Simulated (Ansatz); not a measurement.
# ZnCd3O4: relaxed-ion elastic tensor

Theory: DFT PBE, scalar-relativistic, plane waves, PAW (Ansatz 0.2.0). Cutoff 420 eV, 10×10×4 k-points (Γ-centred), Fermi-Dirac smearing of 0.15 eV. No spin polarisation.

The cell, relaxed at this level:
```
CELL_PARAMETERS angstrom
3.51597 0.00000 0.00000
0.00000 3.51597 0.00000
0.00000 0.00000 10.11137
ATOMIC_POSITIONS crystal
Zn 0.50000 0.50000 0.00000
Cd 0.00000 0.00000 0.76671
Cd 0.00000 0.00000 0.23329
Cd 0.50000 0.50000 0.50000
O 0.50000 0.00000 0.90043
O 0.00000 0.50000 0.09957
O 0.50000 0.00000 0.36658
O 0.00000 0.50000 0.63342
```

It was reached by relaxing an invented guess, and it needn't be the stable form of this composition. In a metal, frequencies and elastic constants depend on the k mesh and the smearing, soft modes and shear constants most. A semilocal functional can close a gap that the real compound has.

Problem. Give the relaxed-ion elastic constants (GPa, Voigt order xx yy zz yz xz xy, on the Cartesian axes of the cell above).

Solution.
C11 = 139.8, C12 = 63.8, C13 = 93.6, C22 = 139.8, C23 = 93.6, C33 = 118.2, C44 = 33.4, C55 = 33.4, C66 = 10.9 GPa; the others vanish.

Problem. Is the crystal stable against homogeneous strain?

Solution. Too close to call: the least eigenvalue is 10.9 GPa, within what the k mesh leaves open in a metal.
